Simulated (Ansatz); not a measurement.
The start is a relaxed TiTe2 cell shaken by Gaussian noise of σ = 0.08 Å a coordinate. The cell and all atomic positions are relaxed at zero pressure with PBE (plane waves to 420 eV, PAW, scalar-relativistic; Ansatz, a program for electronic structure). First-step values are on the input's coarse k-mesh.

Ansatz input (later rounds restart from its end on a renewed k-mesh):
Ansatz 0.2 input:
```yaml
crystal:
  lattice:
    - [7.968327161, 0, 0]
    - [-3.9841635805, 6.9007737471, 0]
    - [0, 0, 3.7904769993]
  atoms:
    - { symbol: Te, position: [0.2509162689, 0.2572120864, 0.0037373873] }
    - { symbol: Te, position: [0.7115071015, 0.0083021537, -0.0029552116] }
    - { symbol: Te, position: [-0.0031120175, 0.7323072235, -0.0207452543] }
    - { symbol: Te, position: [0.6267657899, 0.633023174, 0.5009944122] }
    - { symbol: Te, position: [0.3961123312, 0.0114635273, 0.5085331391] }
    - { symbol: Te, position: [0.0371024317, 0.4028967903, 0.526399465] }
    - { symbol: Ti, position: [0.020490807, -0.0069237894, 0.5162157859] }
    - { symbol: Ti, position: [0.648710667, 0.3173922921, -0.0197711964] }
    - { symbol: Ti, position: [0.3494557736, 0.6734818086, 0.015990359] }
basis: { ecutwfc: 420, ecutrho_ratio: 4, xc_grid: 2, fft_grid_basis: typed }
kpoints: { mp_grid: { grid: [4, 4, 6] } }
hamiltonian:
  xc: pbe
  dispersion: none
  pseudopotentials: { kind: paw }
scf: { occupations: { method: fermi_dirac, width: 0.05 } }
relax: { f_tol: 0.01, max_steps: 100, cell: { stress_tol: 0.02 } }
output: { forces: true, stress: true }
```

What pressure does the first self-consistent step give?

+2 GPa (positive: the cell is compressed).

Which atoms feel the largest initial force, and how large is it?

About 1.9 eV/Å, on Ti7 (atoms numbered as listed).

By how much does the energy per atom fall from start to end?

0.09 eV/atom.

Does it find its way back to the structure it was made from?

It relaxes back to the parent, P-62m (No. 189).

How do the shortest distances between atoms change?

The closest pairs of elements (up to four, under 3.6 Å), start → end: Te–Ti 2.65 → 2.88 Å; Te–Te 3.08 → 3.30 Å.

The end point of the relaxation:

Space group P-62m (No. 189); a = 7.9683 Å, b = 7.9683 Å, c = 3.7905 Å, α = 90.00°, β = 90.00°, γ = 120.00°

| atom | site | symmetry | x | y | z |
|---|---|---|---|---|---|
| Te | 3f | m2m | 0.2718 | 0.2718 | 0.0000 |
| Te | 3g | m2m | 0.6109 | 0.6109 | 0.5000 |
| Ti | 1b | -62m | 0.0000 | 0.0000 | 0.5000 |
| Ti | 2c | -6.. | 0.3333 | 0.6667 | 0.0000 |

Final values are on a 7×7×12 k-mesh of the relaxed cell. No spin polarisation in the result.

The relaxed structure here is a generated cell of TiTe2: the first start was made by placing the elements on the sites of a structure type, and the end was not matched to a known phase here, so it may be hypothetical. Known forms of TiTe2 include space group No. 164.
